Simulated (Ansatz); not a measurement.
H:
```
H
1.0
    1.80164    -2.74632     0.00000
    1.80164     2.74632     0.00000
    0.00000     0.00000     6.98239
H
4
Direct
  0.55880   0.44120   0.97147
  0.44120   0.55880   0.02853
  0.44120   0.55880   0.47147
  0.55880   0.44120   0.52853
```

Relaxed with PBEsol. Special points in fractions of this cell's reciprocal vectors: Γ (0.000, 0.000, 0.000); Y (-0.500, 0.500, 0.000); C0 (-0.358, 0.642, 0.000); Σ0 (0.358, 0.358, 0.000); Z (0.000, 0.000, 0.500); A0 (0.358, 0.358, 0.500); E0 (-0.358, 0.642, 0.500); T (-0.500, 0.500, 0.500); S (0.000, 0.500, 0.000); R (0.000, 0.500, 0.500).

Task: List the band energies nearest the valence-band maximum at these points for PBEsol in the plane-wave PAW code Ansatz.

Result: In eV from the valence-band maximum; about four levels below and three above (degenerate sets whole), none deeper than 8.9 eV; points with the same levels are listed once.

| k | below | above |
|---|---|---|
| Γ | -1.45 -0.99 | 8.67 11.46 14.69 |
| Y | -0.29 0.00 | 8.90 10.45 12.98 |
| C0 | -0.35 -0.06 | 9.71 11.25 11.60 |
| Z | -1.23 -1.23 | 9.88 9.88 15.00 15.00 |
| A0 | -0.21 -0.21 | 10.33 10.33 12.30 12.30 |
| T | -0.15 -0.15 | 9.52 9.52 13.97 13.97 |
| S | -0.61 -0.29 | 9.21 11.08 11.79 |
| R | -0.46 -0.46 | 9.89 9.89 13.02 13.02 |

Space group Cmcm. The workflow started from a Materials Project entry (that database holds measured and hypothetical structures alike); the Crystallography Open Database copy checked does not list it. It is not the usual solid phase (space group No. 194). Symmetry was held in the PBEsol relaxation; whether a distortion lowers the energy is not shown. The substance is a gas or liquid at ambient conditions. A crystal of weakly bound units computed without a dispersion correction: the cell and the soft elastic constants depend strongly on that.

Potentials: the later of the program's two PAW sets.
